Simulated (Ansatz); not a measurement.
## KMgF3: a film clamped to a substrate

Computed with DFT PBEsol, scalar-relativistic, plane waves, PAW in Ansatz 0.2.0. Settings: plane waves to 420 eV, k-mesh 6×6×6 (Γ-centred), Gaussian smearing 0.05 eV. No spin polarisation. Energies are free energies at this smearing, counted from the undisturbed cell; pressure is positive in compression.

Zero of the scan (as given, not relaxed at this level; it stands at 0.3 GPa, and it needn't be the usual structure):

```yaml
crystal:
  lattice:
    - [3.98590, 0.00000, 0.00000]
    - [0.00000, 3.98590, 0.00000]
    - [0.00000, 0.00000, 3.98590]
  atoms:
    - { symbol: K, position: [0.50000, 0.50000, 0.50000] }
    - { symbol: Mg, position: [0.00000, 0.00000, 0.00000] }
    - { symbol: F, position: [0.50000, 0.00000, 0.00000] }
    - { symbol: F, position: [0.00000, 0.50000, 0.00000] }
    - { symbol: F, position: [0.00000, 0.00000, 0.50000] }
```

The cell (5 atoms, V0 = 63.33 Å³) is strained by p along both x and y and by q along z, fractional coordinates fixed. τp = (1/V0) ∂E/∂p = (σxx + σyy)(1 + p)(1 + q) and τq = (1/V0) ∂E/∂q = σzz(1 + p)², with tension positive.

| p | q | ΔE (meV/atom) | τp (GPa) | τq (GPa) |
| --- | --- | --- | --- | --- |
| 0.000 | 0.000 | 0.00 | -0.61 | -0.30 |
| -0.015 | 0.000 | 4.09 | -6.47 | -1.53 |
| 0.015 | 0.000 | 2.34 | 4.41 | 0.86 |
| 0.000 | -0.015 | 1.68 | -1.83 | -2.59 |
| 0.000 | 0.015 | 0.85 | 0.56 | 1.65 |

Question: Get the second derivatives of the energy density.

Answer: Central differences give A = ∂τp/∂p = 363 GPa (C11 + C22 + 2 C12), C = ∂τq/∂q = 141 GPa (C33) and the cross term B = ∂τq/∂p = 80 GPa (C13 + C23); ∂τp/∂q = 80 GPa must equal B, and any difference shows higher-order terms. The ions are clamped. In a cubic crystal C11 = C = 141, C12 = B/2 = 40 GPa and A should be 2(C11 + C12) = 362 GPa; the bulk modulus is (C11 + 2 C12)/3 = 74 GPa.

Question: A film of this crystal grows with z along the normal on a substrate that imposes p. How does its thickness respond, and what does the misfit cost?

Answer: Count p and q from the stress-free cell. A free surface needs τq = 0, so q = −(B/C) p = -0.57 p. The energy density left is (A − B²/C) p²/2 = M p², with the biaxial modulus M = 159 GPa; a misfit of 1 % costs 1.25 meV/atom, against 1.43 meV/atom if the thickness were held.

At p = 0.030 the energies along q are 10.8 (q = -0.030), 9.1 (q = -0.015), 10.1 (q = 0.000), 13.6 (q = 0.015), 19.0 (q = 0.030) meV/atom.

Question: Does the linear rule hold at this misfit?

Answer: A parabola through the lowest point and its neighbours has its minimum at q = -0.013, 9.1 meV/atom. With the stress left in the starting cell, τp0 and τq0, linear elasticity gives q = −(τq0 + Bp)/C = -0.015 and E = V0(τp0 p + τq0 q + Ap²/2 + Bpq + Cq²/2)/N = 10.2 meV/atom. The energies differ by more than a tenth, so the quadratic law fails here: the gap holds the anharmonic part, with some error from the wide steps. Cubic terms also shift the vertex of so wide a parabola.